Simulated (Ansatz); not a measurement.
# Does relaxation matter for the field gradients of ZnSe with Br replacing Se?

Start: a supercell of ZnSe (zinc blende type, F-43m) built from an entry of the Crystallography Open Database (COD), with all atoms left at the host's positions.

```cif
data_Zn27Se26Br
_symmetry_space_group_name_H-M 'F-43m'
_symmetry_Int_Tables_number 216
_cell_length_a 17.0028
_cell_length_b 17.0028
_cell_length_c 17.0028
_cell_angle_alpha 90.000
_cell_angle_beta 90.000
_cell_angle_gamma 90.000
loop_
_atom_site_label
_atom_site_type_symbol
_atom_site_symmetry_multiplicity
_atom_site_Wyckoff_symbol
_atom_site_fract_x
_atom_site_fract_y
_atom_site_fract_z
Zn1 Zn 16 e 0.4167 0.0833 0.4167
Zn3 Zn 24 g 0.7500 0.0833 0.7500
Zn5 Zn 48 h 0.7500 0.9167 0.5833
Zn14 Zn 4 d 0.7500 0.7500 0.7500
Zn18 Zn 16 e 0.0833 0.5833 0.9167
Br Br 4 a 0.5000 0.0000 0.5000
Se29 Se 48 h 0.6667 0.0000 0.6667
Se32 Se 16 e 0.8333 0.8333 0.6667
Se36 Se 16 e 0.1667 0.6667 0.8333
Se42 Se 24 f 0.0000 0.6667 0.0000
```

One atom of each set is listed; the run and its k-mesh use a cell of 54 atoms with edges of 12.02, 12.02, 12.02 Å.

The numbers come from a DFT calculation in Ansatz (PBE, plane waves and PAW, scalar-relativistic, collinear spin, 420 eV cutoff, Γ-centred 2×2×2 k-points, Fermi–Dirac smearing 0.01 eV). Start moments as typed (μB): 1 on each Br, none on the rest.

The largest force at the start is 1.1 eV/Å. Relaxing the ions at fixed cell moves them by 0.177 Å at most (atom 2, Zn) and 0.049 Å rms.

```
site  moved (Å)              first shell before               first shell after  V_zz before (10²¹ V/m²)  η before
 Zn1      0.177  1 Br at 2.45 Å, 3 Se at 2.45 Å  3 Se at 2.42 Å, 1 Br at 2.63 Å                     4.40      0.00
 Zn3      0.005                  4 Se at 2.45 Å             4 Se at 2.45–2.46 Å                    -0.37      0.69
 Zn5      0.014                  4 Se at 2.45 Å                  4 Se at 2.45 Å                    -0.17      0.91
Zn18      0.002                  4 Se at 2.45 Å                  4 Se at 2.45 Å                   -0.007      0.00
  Br      0.000                  4 Zn at 2.45 Å                  4 Zn at 2.63 Å                     0.00         –
Se29      0.018                  4 Zn at 2.45 Å             4 Zn at 2.42–2.46 Å                     2.94      0.03
Se32      0.001                  4 Zn at 2.45 Å             4 Zn at 2.45–2.46 Å                    -0.34      0.00
Se36      0.002                  4 Zn at 2.45 Å                  4 Zn at 2.45 Å                    -0.30      0.00
Se42      0.004                  4 Zn at 2.45 Å                  4 Zn at 2.45 Å                    -0.15      0.20
```

**Question.** What are V_zz and η after the relaxation?

**Answer.** 

```tsv
site	V_zz after	η after	change of V_zz
Zn1	7.11	0.00	+2.71
Zn3	0.39	0.46	–
Zn5	-0.35	0.82	-0.18
Zn18	-0.040	0.00	-0.03
Br	0.00	–	0.00
Se29	1.99	0.16	-0.95
Se32	-0.12	0.00	+0.22
Se36	-0.18	0.00	+0.12
Se42	0.22	0.12	–
```

The largest change of V_zz along a kept axis is on Zn1, from 4.40 to 7.11. In per cent, |V_zz| changes by +62 on Zn, -32 on Se (all sites that start above 2). On Zn3, Se42 the largest principal value lies along another axis in the second run, so the two V_zz can't be compared directly. Other sites without a gradient aren't listed.

The defect repeats with the cell of 54 atoms, so it feels its images: sites between two images don't show the values beside a lone defect, and zeros or small values of η there can come from the images' arrangement. The defect cell has no gap above 0.1 eV on its mesh, so the values can hang on the smearing and the k-mesh. The start moments die out, and the run ends without spin.
Before: The neighbours have not yet relaxed around the defect (largest force 1.1 eV/Å), so a real crystal will differ.
After: The relaxation keeps the site symmetry -43m of the start, so the impurity can't leave its site; a distortion that would localise the partly filled state isn't explored.
